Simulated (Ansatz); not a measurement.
Given:

ZnInGaO4 (InGaZnO4 type, space group R3m)

```
CELL_PARAMETERS angstrom
      1.65535     0.95571     8.58736
     -1.65535     0.95571     8.58736
      0.00000    -1.91143     8.58736
ATOMIC_POSITIONS crystal
  In 0.99693 0.99693 0.99693
  Ga 0.21290 0.21290 0.21290
  Zn 0.78126 0.78126 0.78126
  O  0.13651 0.13651 0.13651
  O  0.87897 0.87897 0.87897
  O  0.28863 0.28863 0.28863
  O  0.70480 0.70480 0.70480
```

The volume is varied about the relaxed value V₀ at fixed cell shape. The atoms relax within the cell's symmetry.

The numbers are results of r2SCAN (plane waves to 500 eV, PAW, scalar-relativistic; Ansatz, an electronic-structure program), not measurements. k mesh 12×12×12 (Γ-centred), Fermi-Dirac smearing 0.05 eV. The energy includes the smearing's −TS. Stress and pressure are positive under compression. With the shape held, the modulus is that of even scaling; a crystal free to change shape is softer. ZnInGaO4 was relaxed with its symmetry unable to fall. The zero of ΔE is the relaxed starting cell.

The scan covers V/V₀ from 0.840 to 1.160 in 11 points.

What is the fitted pressure derivative B₀′?

4.5.

What bulk modulus at fixed cell shape B₀ follows from a third-order Birch-Murnaghan fit?

180 GPa.

(A scan under strain: stresses follow from slopes of the energy per volume, elastic moduli from its curvatures.)
